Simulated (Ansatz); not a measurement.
# Calculated with Ansatz: ScCu, relaxation

The input file (Ansatz 0.2.0, plane waves):

```yaml
crystal:
  lattice:
    - [3.258603, 0.0, 0.0]
    - [0.0, 3.258603, 0.0]
    - [0.0, 0.0, 3.258603]
  atoms:
    - { symbol: Sc, position: [0.5, 0.5, 0.5] }
    - { symbol: Cu, position: [0.0, 0.0, 0.0] }
  symmetry: { tolerance: 0.0003 }
kpoints:
  mp_grid: { grid: [10, 10, 10], shift: [0, 0, 0] }
magnetization:
  spin_polarized: false
scf:
  occupations: { method: fermi_dirac }
  lower_state_search: "off"
hamiltonian:
  pseudopotentials: { kind: paw }
  xc: r2scan
basis:
  ecutwfc: 500
  fft_grid_basis: typed
relax:
  max_steps: 80
  cell: { p_target: 20.0 }
output:
  forces: true
  stress: true
  eigenvalues: true
  bader: true
  populations: true
  elf: true
  write_potential: true
  volumetric_format: npy
  dos:
    e_range: [-12, 8]
    de: 0.05
    projected: { site_lists: { Cu: [Cu], Sc: [Sc] } }
  write_density: true
checkpoint:
  read: saved_state
```

The command:

```bash
ansatz run input.yaml --threads 2 --pin off --max-ram 3584MiB --backend cpu --events-out ev --progress --plain --runs-dir out
```

Origin of the cell: a database entry, scaled a little.

The smearing width isn't typed, so it takes its default of 0.1 eV.

The saved state is a converged single point of the same cell.

Steps («new basis» is an SCF on plane waves selected anew at the same cell):

```json
{"step": "1", "ΔH (meV/atom)": "0.0", "max force component (eV/Å)": "0.000", "P (GPa)": "-1.74", "volume (Å³)": "34.60", "SCF iterations": "7", "step was": "accepted"}
{"step": "2", "ΔH (meV/atom)": "-208.4", "max force component (eV/Å)": "0.000", "P (GPa)": "16.44", "volume (Å³)": "29.78", "SCF iterations": "10", "step was": "accepted"}
{"step": "3", "ΔH (meV/atom)": "-212.1", "max force component (eV/Å)": "0.000", "P (GPa)": "20.92", "volume (Å³)": "28.99", "SCF iterations": "9", "step was": "accepted"}
{"step": "4", "ΔH (meV/atom)": "-212.3", "max force component (eV/Å)": "0.000", "P (GPa)": "19.97", "volume (Å³)": "29.15", "SCF iterations": "7", "step was": "accepted"}
{"step": "5", "ΔH (meV/atom)": "-211.0", "max force component (eV/Å)": "0.000", "P (GPa)": "19.90", "volume (Å³)": "29.15", "SCF iterations": "7", "step was": "new basis"}
{"step": "6", "ΔH (meV/atom)": "-211.0", "max force component (eV/Å)": "0.000", "P (GPa)": "20.00", "volume (Å³)": "29.13", "SCF iterations": "4", "step was": "accepted"}
{"step": "7", "ΔH (meV/atom)": "-211.0", "max force component (eV/Å)": "0.000", "P (GPa)": "20.00", "volume (Å³)": "29.13", "SCF iterations": "6", "step was": "new basis"}
```

Step 1, with forces in eV/Å:

```xyz
2
Lattice="3.259 0.000 0.000 0.000 3.259 0.000 0.000 0.000 3.259" Properties=species:S:1:pos:R:3:forces:R:3 pbc="T T T" step=1
Sc    1.629    1.629    1.629    0.000    0.000    0.000
Cu    0.000    0.000    0.000    0.000    0.000    0.000
```

Step 2, with forces in eV/Å:

```xyz
2
Lattice="3.100 0.000 0.000 0.000 3.100 0.000 0.000 0.000 3.100" Properties=species:S:1:pos:R:3:forces:R:3 pbc="T T T" step=2
Sc    1.550    1.550    1.550    0.000    0.000    0.000
Cu    0.000    0.000    0.000    0.000    0.000    0.000
```

Step 3, with forces in eV/Å:

```xyz
2
Lattice="3.072 0.000 0.000 0.000 3.072 0.000 0.000 0.000 3.072" Properties=species:S:1:pos:R:3:forces:R:3 pbc="T T T" step=3
Sc    1.536    1.536    1.536    0.000    0.000    0.000
Cu    0.000    0.000    0.000    0.000    0.000    0.000
```

Step 5, with forces in eV/Å:

```xyz
2
Lattice="3.078 0.000 0.000 0.000 3.078 0.000 0.000 0.000 3.078" Properties=species:S:1:pos:R:3:forces:R:3 pbc="T T T" step=5
Sc    1.539    1.539    1.539    0.000    0.000    0.000
Cu    0.000    0.000    0.000    0.000    0.000    0.000
```

Step 7, with forces in eV/Å:

```xyz
2
Lattice="3.077 0.000 0.000 0.000 3.077 0.000 0.000 0.000 3.077" Properties=species:S:1:pos:R:3:forces:R:3 pbc="T T T" step=7
Sc    1.539    1.539    1.539    0.000    0.000    0.000
Cu    0.000    0.000    0.000    0.000    0.000    0.000
```

```yaml
Enthalpy_lowered_by: 211.0 meV/atom
Volume_change: -15.80 %
Final_pressure: 20.00 GPa
Relaxation_steps_listed: 7
Gap_on_the_mesh: none (metal)
```

Caveats: no moments, though an odd count or open d shells may carry them; the relaxation held the start's symmetry, so the end may be a saddle point.

Time: 22 s on 2 threads of Arm Neoverse V2 (shared host), peak memory 0.44 GiB, from a saved density.
